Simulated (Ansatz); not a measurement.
**One input, then a changed one: Zn (hcp type)**

First run: DFT, LDA, PAW with Ansatz's default frozen-core files, scalar-relativistic (Ansatz 0.2.0).

Command: `ansatz run input.yaml --threads 1 --pin off --max-ram 2048MiB --backend cpu --events-out ev --progress --plain --runs-dir out` It took 10 s on 1 thread of Arm Neoverse V1 (shared host), peak memory 0.39 GiB.

```yaml
crystal:
  lattice:
    - [2.7850770257, 0.0, 0.0]
    - [-1.3925385129, 2.4119474558, 0.0]
    - [0.0, 0.0, 4.5118247817]
  atoms:
    - { symbol: Zn, position: [0.2333333333, 0.6166666667, 0.175] }
    - { symbol: Zn, position: [0.7666666667, 0.3833333333, 0.825] }
kpoints:
  mp_grid: { grid: [12, 12, 7] }
scf:
  occupations: { method: fermi_dirac, width: 0.05 }
hamiltonian:
  xc: lda
  pseudopotentials: { kind: paw }
output:
  forces: true
  stress: true
  eigenvalues: true
  efg: { contact_densities: true }
  populations: true
  write_density: true
  write_potential: true
  elf: true
  volumetric_format: npy
```

The cell is held at a set volume and isn't relaxed, so it needn't be at zero pressure.

This run: one bond, the shortest of the undistorted cell, set to 1.939 Å.

It converges in 6 SCF iterations at a pressure of 19.53 GPa, largest force 7.156 eV/Å, cutoff 420 eV.

The input is then changed:

```diff
 scf:
-  occupations: { method: fermi_dirac, width: 0.05 }
+  occupations: { method: gaussian, width: 0.001 }
+  n_extra_bands: 32
 hamiltonian:
   populations: true
-  write_density: true
-  write_potential: true
-  elf: true
-  volumetric_format: npy
```

**Question.** Predict the outcome of the changed run.

**Answer.** It converges in 6 SCF iterations at a pressure of 19.52 GPa, largest force 7.150 eV/Å, cutoff 420 eV, free energy +0.8 meV/atom against the first run's. Results part of its log:
```
SCF 1 converged in 6 iterations: F = -6490.732942 eV  dr2 = 2.80e-8
  greatest PAW one-centre occupation: 0.983 electrons in one spin orbital (limit 2), on the Zn atom at site 1 (counted from 0), in its partial waves of l = 2
SCF converged after 6 iterations
Free energy (F): -6490.732942 eV
Harris-Foulkes:  -6490.732942 eV  (|F-HF|=2.10e-8)
Internal energy: -6490.732940 eV  (E = F + TS)
E sigma→0 (E₀):  -6490.732941 eV
Entropy (-TS):   -0.000002 eV (-0.001 meV/atom)
Fermi energy:    10.708439 eV
--- Per-component energies (eV) ---
  E_band       = 75.953791
  E_kinetic    = 266.714158
  E_local      = -3433.452580  (includes V_loc(G=0)·N_el)
  E_nonlocal   = 1227.609680
  E_hartree    = 1454.652245
  E_xc         = -274.319384
[... lines left out ...]
  P = ⅓ Tr σ = 19.5178 GPa (195.178 kbar)
--- PAW observables at the nuclei: V_zz in 10²¹ V/m², potentials from the cell's mean, atoms counted from 1 ---
  atom   1  Zn V_zz =    -2.189784   η = 0.4255   by run symmetry: allowed
            electrostatic potential = -3946.011967 V   contact ρ = 165764.824708 e/Å³
  atom   2  Zn V_zz =    -2.189784   η = 0.4255   by run symmetry: allowed
            electrostatic potential = -3946.011967 V   contact ρ = 165764.824708 e/Å³
--- Band table (eV; the first three rows and the last of 277) ---
  k-point 0: bands = ["-0.4070", "1.2261", "1.3960", "1.9685", "2.2311", "2.4996", "2.7388", "3.1393", "3.2214", "3.3433", "3.6933", "8.6900", "9.0153", "24.5451", "25.6013", "25.9726", "26.9685", "27.8355", "28.8292", "31.0154", "31.3416", "33.2280", "33.5988", "33.8805", "34.0187", "34.2294", "34.9334", "35.1672", "35.3050", "35.3059", "36.1094", "39.9440", "40.3600", "53.0871", "53.2098", "54.2164", "54.6170", "55.6304", "55.7003", "56.1574", "56.1948", "57.2509", "57.3144", "60.4914"]
  k-point 1: bands = ["-0.3078", "1.2271", "1.3953", "1.9639", "2.2263", "2.4977", "2.7469", "3.1474", "3.2278", "3.3479", "3.6898", "6.9302", "11.0825", "24.6515", "25.6769", "26.0368", "26.8231", "27.3003", "28.0468", "29.1379", "32.2557", "32.7616", "32.8487", "33.0449", "33.3572", "34.3432", "35.3403", "36.6813", "36.7526", "36.9922", "37.2803", "40.4287", "40.9184", "50.7233", "50.7990", "51.3732", "51.7258", "54.1749", "54.8611", "58.6833", "58.8949", "58.9215", "59.7142", "61.2004"]
  k-point 2: bands = ["-0.0541", "1.2293", "1.3925", "1.9537", "2.2156", "2.4932", "2.7653", "3.1881", "3.2422", "3.3578", "3.6777", "5.4131", "13.5095", "23.8336", "24.9629", "25.8670", "26.1948", "27.0838", "27.9882", "29.0700", "31.0472", "31.5417", "31.6398", "32.0143", "32.9772", "34.0359", "38.8414", "38.9288", "39.0001", "39.3209", "39.5367", "41.5732", "42.4468", "47.5294", "47.5660", "48.1295", "48.2997", "50.8934", "52.0741", "57.1469", "62.4464", "62.8393", "62.8585", "64.0230"]
  k-point 276: bands = ["0.9968", "1.5242", "1.6145", "2.1204", "2.6524", "2.9576", "3.1824", "3.2567", "3.3241", "3.4254", "7.6953", "7.7271", "11.3328", "11.4754", "19.0488", "22.8860", "23.0940", "23.3538", "23.7789", "25.5025", "26.9931", "27.3153", "35.4753", "35.6197", "38.6233", "40.5124", "44.2892", "45.2098", "45.9600", "48.3112", "48.5373", "48.9989", "49.3726", "50.4220", "50.9600", "52.9901", "55.5794", "56.4616", "56.8448", "57.6153", "57.8522", "60.0798", "60.6349", "60.9347"]
--- Löwdin populations: 2 sites ---
  site symbol       q [e]
     0     Zn     11.4588
     1     Zn     11.4588
  spilling = 0.045103 (of n_electrons = 24.000000)
```
